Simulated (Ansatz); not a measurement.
**Computed properties of O**

O:
```cif
data_O2
_chemical_formula_sum 'O2'
_space_group_name_H-M_alt 'P 1'
_space_group_IT_number 1
_cell_length_a 2.85224
_cell_length_b 2.85224
_cell_length_c 2.85224
_cell_angle_alpha 105.084
_cell_angle_beta 105.084
_cell_angle_gamma 118.654
loop_
_space_group_symop_operation_xyz
  'x, y, z'
loop_
_atom_site_label
_atom_site_type_symbol
_atom_site_fract_x
_atom_site_fract_y
_atom_site_fract_z
_atom_site_occupancy
O1 O 0.75000 0.25000 0.50000 1
O2 O 0.00000 0.00000 0.00000 1
```

Space group I4_1/amd (No. 141); conventional cell a = b = 3.469 Å, c = 2.910 Å, α = β = γ = 90.00°.

Method: plane-wave PAW PBE (Ansatz code). Structure relaxed to zero pressure with the same functional. Other levels are named where they apply.

**Cell and energy**

```
Quantity              Value
---------------  ----------
Volume per atom     8.76 Å³
Density          3.03 g/cm³
```

**Electronic structure**

```
Item                                                                         Value
------------------------------------  --------------------------------------------
Electronic character                                             metallic (no gap)
Density of states at the Fermi level  0.21 states/eV per atom (mean over ±0.08 eV)
```

**Magnetism**

```
Item                                               Value
--------------  ----------------------------------------
Magnetic order  non-magnetic (starting moments vanished)
```

**Mechanics**

```
Quantity                             Result
----------------------------------  -------
Bulk modulus (Birch–Murnaghan fit)  102 GPa
Pressure derivative B′                  5.2
```

A made-up cell: these elements were put on the sites of a structure type; neither database checked (COD, Materials Project) lists it. It is not the usual solid phase (space group No. 12). Symmetry was held in the PBE relaxation; its stability against distortions is not shown here. The workflow began spin-polarised and lost its moments. The substance is a gas or liquid at ambient conditions. A crystal of weakly bound molecules computed without a dispersion correction: the cell and the soft elastic constants depend strongly on that.

Potentials: the later of the program's two PAW sets.
